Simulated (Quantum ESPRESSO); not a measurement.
# Al3Ta2W2Pd: one run as intended and one with a planted mistake

A calculation, not a measurement. The program is pw.x of Quantum ESPRESSO 7.5 (plane-wave density functional theory). The cell is made up: eight metal atoms on a hexagonal close-packed lattice, with elements, volume, strain and displacements drawn at random and not relaxed, so it may be unstable or far from any real phase. PseudoDojo standard norm-conserving files set the functional (PBE unless stated); there is no spin polarisation or spin-orbit coupling, the Fermi-Dirac width of 0.25 eV means electrons at about 2900 K, and the masses in the input are unused placeholders. Heavy elements are run without spin-orbit coupling, which real alloys of them have. A spin test at this wide smearing found no moment, but such smearing suppresses magnetism that the real alloy may have.

Intended input:

```
&control calculation='scf', pseudo_dir='./dojo.nc.sr.pbe.v0_5.standard.upf', outdir='./o', disk_io='minimal', tprnfor=.true., tstress=.true. /
&system ibrav=0, nat=8, ntyp=4, nbnd=57, ecutwfc=82.02448710, nosym=.true., tot_charge=0,
 occupations='smearing', smearing='fd', degauss=0.0183746611
/
&electrons conv_thr=1.470e-08, electron_maxstep=70, mixing_beta=0.5 /
ATOMIC_SPECIES
Al 1.0 Al.upf
Pd 1.0 Pd.upf
Ta 1.0 Ta.upf
W 1.0 W.upf
CELL_PARAMETERS angstrom
-2.7955 0.0 0.0
0.0 4.8419 -4.5877
0.0 -4.8419 -4.5877
ATOMIC_POSITIONS angstrom
Al 0.1665 0.043 0.1043
Ta -0.042 1.4307 -2.2075
W 0.025 0.0349 -4.7441
Pd -0.0357 1.5165 -6.7253
Al -1.4647 -0.8168 -2.2292
Al -1.3558 -2.3176 -4.4716
W -1.2269 -0.9944 -6.8311
Ta -1.4061 2.3661 -4.657
K_POINTS automatic
8 4 4 1 1 1
```

The log is shortened where brackets say so; the opening notice, blank lines, dates and the lines on written files are dropped, and the path of the files is cut. It prints rydbergs, bohrs and kilobars, and counts compression as positive stress. Its total energy is the free energy E - TS of the whole cell.

Log of the intended run:

```
     Program PWSCF v.7.5
     Parallel version (MPI & OpenMP), running on       4 processor cores
     Number of MPI processes:                 4
     Threads/MPI process:                     1
     [start-up lines left out]
     bravais-lattice index     =            0
     lattice parameter (alat)  =       5.2827  a.u.
     unit-cell volume          =     838.1021 (a.u.)^3
     number of atoms/cell      =            8
     number of atomic types    =            4
     number of electrons       =        81.00
     number of Kohn-Sham states=           57
     kinetic-energy cutoff     =      82.0245  Ry
     charge density cutoff     =     328.0979  Ry
     scf convergence threshold =      1.5E-08
     mixing beta               =       0.5000
     number of iterations used =            8  plain     mixing
     Exchange-correlation= PBE
                           (   1   4   3   4   0   0   0)
     [axes and pseudopotential details left out]
   Cartesian axes
     site n.     atom                  positions (alat units)
         1        Al     tau(   1) = (   0.0595600   0.0153819   0.0373100  )
         2        Ta     tau(   2) = (  -0.0150241   0.5117868  -0.7896620  )
         3        W      tau(   3) = (   0.0089429   0.0124843  -1.6970488  )
         4        Pd     tau(   4) = (  -0.0127705   0.5424790  -2.4057593  )
         5        Al     tau(   5) = (  -0.5239492  -0.2921839  -0.7974244  )
         6        Al     tau(   6) = (  -0.4849937  -0.8290467  -1.5995707  )
         7        W      tau(   7) = (  -0.4388839  -0.3557145  -2.4436058  )
         8        Ta     tau(   8) = (  -0.5029869   0.8463960  -1.6658916  )
     number of k points=    64  Fermi-Dirac smearing, width (Ry)=  0.0184
                       cart. coord. in units 2pi/alat
        k(    1) = (  -0.0625000   0.0000000  -0.0761683), wk =   0.0312500
        k(    2) = (  -0.0625000  -0.0721695  -0.1523367), wk =   0.0312500
     [further k points left out]
     Dense  grid:    84155 G-vectors     FFT dimensions: (  32,  75,  75)
     Estimated max dynamical RAM per process >     293.91 MB
     Estimated total dynamical RAM >       1.09 GB
     Initial potential from superposition of free atoms
     starting charge      80.9896, renormalised to      81.0000
     Starting wfcs are   61 randomized atomic wfcs
     total cpu time spent up to now is        6.1 secs
     per-process dynamical memory:   230.1 Mb
     Self-consistent Calculation
     iteration #  1     ecut=    82.02 Ry     beta= 0.50
     Davidson diagonalization with overlap
     ethr =  1.00E-02,  avg # of iterations =  4.6
     total cpu time spent up to now is       22.1 secs
     total energy              =    -838.19938591 Ry
     estimated scf accuracy    <      15.75105901 Ry
     iteration #  2     ecut=    82.02 Ry     beta= 0.50
     Davidson diagonalization with overlap
     ethr =  1.00E-02,  avg # of iterations =  3.1
     total cpu time spent up to now is       43.8 secs
     total energy              =    -840.99327603 Ry
     estimated scf accuracy    <      95.00572899 Ry
     [iterations 3 to 17 left out]
     iteration # 18     ecut=    82.02 Ry     beta= 0.50
     Davidson diagonalization with overlap
     ethr =  3.71E-11,  avg # of iterations =  2.0
     total cpu time spent up to now is      258.2 secs
     total energy              =    -848.65807123 Ry
     estimated scf accuracy    <       0.00000001 Ry
     iteration # 19     ecut=    82.02 Ry     beta= 0.50
     Davidson diagonalization with overlap
     ethr =  1.82E-11,  avg # of iterations =  1.2
     total cpu time spent up to now is      269.2 secs
     End of self-consistent calculation
     [lines on levels left out]
!    total energy              =    -848.65807123 Ry
     estimated scf accuracy    <          3.4E-09 Ry
     smearing contrib. (-TS)   =      -0.09253016 Ry
     internal energy E=F+TS    =    -848.56554107 Ry
     The total energy is F=E-TS. E is the sum of the following terms:
     one-electron contribution =    -379.33340820 Ry
     hartree contribution      =     228.94255323 Ry
     xc contribution           =    -174.93068980 Ry
     ewald contribution        =    -523.24399631 Ry
     convergence has been achieved in  19 iterations
     Forces acting on atoms (cartesian axes, Ry/au):
     atom    1 type  1   force =    -0.00985573   -0.00704714    0.03214791
     atom    2 type  3   force =    -0.00492409    0.02781506    0.01821665
     atom    3 type  4   force =    -0.00204918   -0.08723424    0.15060339
     atom    4 type  2   force =     0.01416235    0.05738225   -0.15976852
     atom    5 type  1   force =     0.00378126   -0.04348999   -0.03407348
     atom    6 type  1   force =    -0.00184180   -0.03246215    0.00472090
     atom    7 type  4   force =     0.00334651    0.02226055   -0.06761969
     atom    8 type  3   force =    -0.00261932    0.06277566    0.05577284
     Total force =     0.279121     Total SCF correction =     0.000243
     Computing stress (Cartesian axis) and pressure
          total   stress  (Ry/bohr**3)                   (kbar)     P=      172.18
   0.00081687   0.00002996   0.00004491          120.17        4.41        6.61
   0.00002996   0.00142304  -0.00018453            4.41      209.34      -27.14
   0.00004491  -0.00018453   0.00127149            6.61      -27.14      187.04
     init_run     :      5.71s CPU      5.94s WALL (       1 calls)
     electrons    :    262.54s CPU    263.16s WALL (       1 calls)
     forces       :      2.01s CPU      2.03s WALL (       1 calls)
     stress       :      6.93s CPU      7.11s WALL (       1 calls)
     [timing details left out]
     PWSCF        :   4m37.32s CPU   4m38.39s WALL
     JOB DONE.
```

A second run has one planted mistake: two atoms have their elements exchanged. The input lines that differ:

```
- Ta -0.042 1.4307 -2.2075
+ Pd -0.042 1.4307 -2.2075
- Pd -0.0357 1.5165 -6.7253
+ Ta -0.0357 1.5165 -6.7253
```

Its log:

```
     Program PWSCF v.7.5
     Parallel version (MPI & OpenMP), running on       4 processor cores
     Number of MPI processes:                 4
     Threads/MPI process:                     1
     [start-up lines left out]
     bravais-lattice index     =            0
     lattice parameter (alat)  =       5.2827  a.u.
     unit-cell volume          =     838.1021 (a.u.)^3
     number of atoms/cell      =            8
     number of atomic types    =            4
     number of electrons       =        81.00
     number of Kohn-Sham states=           57
     kinetic-energy cutoff     =      82.0245  Ry
     charge density cutoff     =     328.0979  Ry
     scf convergence threshold =      1.5E-08
     mixing beta               =       0.5000
     number of iterations used =            8  plain     mixing
     Exchange-correlation= PBE
                           (   1   4   3   4   0   0   0)
     [axes and pseudopotential details left out]
   Cartesian axes
     site n.     atom                  positions (alat units)
         1        Al     tau(   1) = (   0.0595600   0.0153819   0.0373100  )
         2        Pd     tau(   2) = (  -0.0150241   0.5117868  -0.7896620  )
         3        W      tau(   3) = (   0.0089429   0.0124843  -1.6970488  )
         4        Ta     tau(   4) = (  -0.0127705   0.5424790  -2.4057593  )
         5        Al     tau(   5) = (  -0.5239492  -0.2921839  -0.7974244  )
         6        Al     tau(   6) = (  -0.4849937  -0.8290467  -1.5995707  )
         7        W      tau(   7) = (  -0.4388839  -0.3557145  -2.4436058  )
         8        Ta     tau(   8) = (  -0.5029869   0.8463960  -1.6658916  )
     number of k points=    64  Fermi-Dirac smearing, width (Ry)=  0.0184
                       cart. coord. in units 2pi/alat
        k(    1) = (  -0.0625000   0.0000000  -0.0761683), wk =   0.0312500
        k(    2) = (  -0.0625000  -0.0721695  -0.1523367), wk =   0.0312500
     [further k points left out]
     Dense  grid:    84155 G-vectors     FFT dimensions: (  32,  75,  75)
     Estimated max dynamical RAM per process >     293.91 MB
     Estimated total dynamical RAM >       1.09 GB
     Initial potential from superposition of free atoms
     starting charge      80.9896, renormalised to      81.0000
     Starting wfcs are   61 randomized atomic wfcs
     total cpu time spent up to now is        4.8 secs
     per-process dynamical memory:   230.1 Mb
     Self-consistent Calculation
     iteration #  1     ecut=    82.02 Ry     beta= 0.50
     Davidson diagonalization with overlap
     ethr =  1.00E-02,  avg # of iterations =  4.7
     total cpu time spent up to now is       19.5 secs
     total energy              =    -834.91368897 Ry
     estimated scf accuracy    <      20.44396212 Ry
     iteration #  2     ecut=    82.02 Ry     beta= 0.50
     Davidson diagonalization with overlap
     ethr =  1.00E-02,  avg # of iterations =  4.9
     total cpu time spent up to now is       38.2 secs
     total energy              =    -837.41010651 Ry
     estimated scf accuracy    <     140.98918209 Ry
     [iterations 3 to 15 left out]
     iteration # 16     ecut=    82.02 Ry     beta= 0.50
     Davidson diagonalization with overlap
     ethr =  4.40E-10,  avg # of iterations =  2.0
     total cpu time spent up to now is      237.0 secs
     total energy              =    -848.66748841 Ry
     estimated scf accuracy    <       0.00000019 Ry
     iteration # 17     ecut=    82.02 Ry     beta= 0.50
     Davidson diagonalization with overlap
     ethr =  2.34E-10,  avg # of iterations =  1.0
     total cpu time spent up to now is      248.9 secs
     End of self-consistent calculation
     [lines on levels left out]
!    total energy              =    -848.66748842 Ry
     estimated scf accuracy    <       0.00000001 Ry
     smearing contrib. (-TS)   =      -0.08722455 Ry
     internal energy E=F+TS    =    -848.58026387 Ry
     The total energy is F=E-TS. E is the sum of the following terms:
     one-electron contribution =    -365.96196784 Ry
     hartree contribution      =     222.45221854 Ry
     xc contribution           =    -174.99432866 Ry
     ewald contribution        =    -530.07618591 Ry
     convergence has been achieved in  17 iterations
     Forces acting on atoms (cartesian axes, Ry/au):
     atom    1 type  1   force =    -0.01260775   -0.00928352    0.00032835
     atom    2 type  2   force =     0.01497424   -0.01413223    0.01823453
     atom    3 type  4   force =    -0.00675550   -0.09983661    0.10796988
     atom    4 type  3   force =    -0.00412729    0.04291488   -0.16555301
     atom    5 type  1   force =     0.00852367    0.03591990   -0.03123681
     atom    6 type  1   force =    -0.00336162   -0.03066936   -0.01278192
     atom    7 type  4   force =     0.00351098   -0.02169405   -0.05978456
     atom    8 type  3   force =    -0.00015673    0.09678099    0.14282353
     Total force =     0.298689     Total SCF correction =     0.000538
     Computing stress (Cartesian axis) and pressure
          total   stress  (Ry/bohr**3)                   (kbar)     P=      174.21
   0.00094831  -0.00012519   0.00003131          139.50      -18.42        4.61
  -0.00012519   0.00149254   0.00014977          -18.42      219.56       22.03
   0.00003131   0.00014977   0.00111202            4.61       22.03      163.58
     init_run     :      4.59s CPU      4.77s WALL (       1 calls)
     electrons    :    243.52s CPU    244.08s WALL (       1 calls)
     forces       :      2.40s CPU      2.42s WALL (       1 calls)
     stress       :      7.74s CPU      7.94s WALL (       1 calls)
     [timing details left out]
     PWSCF        :   4m18.32s CPU   4m19.30s WALL
     JOB DONE.
```

|  | intended run | run with the mistake |
| --- | --- | --- |
| free energy (eV) | -11546.581 | -11546.709 |
| entropy term -TS, part of it (eV) | -1.259 | -1.187 |
| pressure (GPa) | 17.22 | 17.42 |
| size of the largest force component (eV/Å) | 4.108 | 4.257 |
| largest change of a force component (eV/Å) |  | 2.238 |
| iterations | 19 | 17 |

For scale, a rerun of the intended cell at a higher cutoff and on a denser mesh moved values by no more than 0.005 eV in energy, 0.06 GPa in stress and 0.004 eV/Å in force, and a second program with other atomic files agreed on that cell to 2 % rms in force and 0.5 GPa in pressure.